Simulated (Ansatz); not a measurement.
The cell below belongs to a search over invented structures; it isn't taken from experiment.

Input and command of a plane-wave DFT calculation in Ansatz:

```yaml
crystal:
  lattice:
    - [7.0520258069, 0.0, 0.0]
    - [-3.5260129035, 6.1072334969, 0.0]
    - [0.0, 0.0, 5.5753789801]
  atoms:
    - { symbol: Rb, position: [0.0, 0.0, 0.5] }
    - { symbol: La, position: [0.3333333333, 0.6666666667, 0.5] }
    - { symbol: La, position: [0.6666666667, 0.3333333333, 0.5] }
    - { symbol: Cl, position: [0.3333333333, 0.6666666667, 0.0] }
    - { symbol: Cl, position: [0.6666666667, 0.3333333333, 0.0] }
basis:
  ecutwfc: 420
kpoints:
  mp_grid: { grid: [6, 6, 8] }
hamiltonian:
  xc: pbe
scf:
  occupations: { method: gaussian, width: 0.1 }
output:
  forces: true
  stress: true
  eigenvalues: true
  write_density: true
  write_potential: true
  elf: true
  volumetric_format: npy
relax:
  adjacent_minimum: "off"
  f_tol: 0.01
  max_steps: 80
  cell: { stress_tol: 0.05 }
```

```bash
ansatz run input.yaml --threads 1 --pin off --max-ram 2560MiB --backend cpu --events-out ev --progress --plain --runs-dir out
```

Processor: Arm Neoverse V2, 1 thread, on a host shared with other jobs.

Question: Estimate time, memory and problem size.

Answer: About 67 s, peak memory 0.58 GiB. It solves 28 bands at 35 k points (after reduction by symmetry) with about 4765 plane waves (on the last cell), in 27 SCF iterations over 4 ionic steps.
